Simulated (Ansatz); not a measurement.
A distorted cell of GaCuSe2 (chalcopyrite):

```
CELL_PARAMETERS angstrom
     -2.94611     2.94611     5.82964
      2.94611    -2.94611     5.82964
      2.94611     2.94611    -5.82964
ATOMIC_POSITIONS crystal
  Cu 0.75000 0.25000 0.50000
  Cu 0.00000 0.00000 0.00000
  Ga 0.25000 0.75000 0.50000
  Ga 0.50000 0.50000 0.00000
  Se 0.12642 0.12500 0.50142
  Se 0.62358 0.62500 0.49858
  Se 0.37500 0.87358 0.99858
  Se 0.87500 0.37642 0.00142
```

These are r2SCAN (plane waves to 500 eV, PAW, scalar-relativistic; Ansatz, a first-principles code) values and carry that method's errors. k mesh 8×8×8 (Γ-centred), Fermi-Dirac smearing 0.05 eV. The energy includes the smearing's −TS. Stress and pressure are positive under compression. GaCuSe2 is run without spin polarisation. GaCuSe2 was relaxed with its symmetry unable to fall. The PAW data are Ansatz's earlier set.

Problem. What is the stress tensor (GPa)?

Solution. 
```
   -7.2      0.0      0.0
    0.0     -7.2      0.0
    0.0      0.0     -7.3
```
The pressure, a third of the trace, is -7.2 GPa.

Problem. It is the relaxed cell scaled evenly to V/V₀ = 1.160, atoms relaxed where free. What is its energy relative to the relaxed cell?

Solution. 91.0 meV/atom.

(Under strain, the slope of the energy per volume gives the stress and its curvature an elastic modulus.)
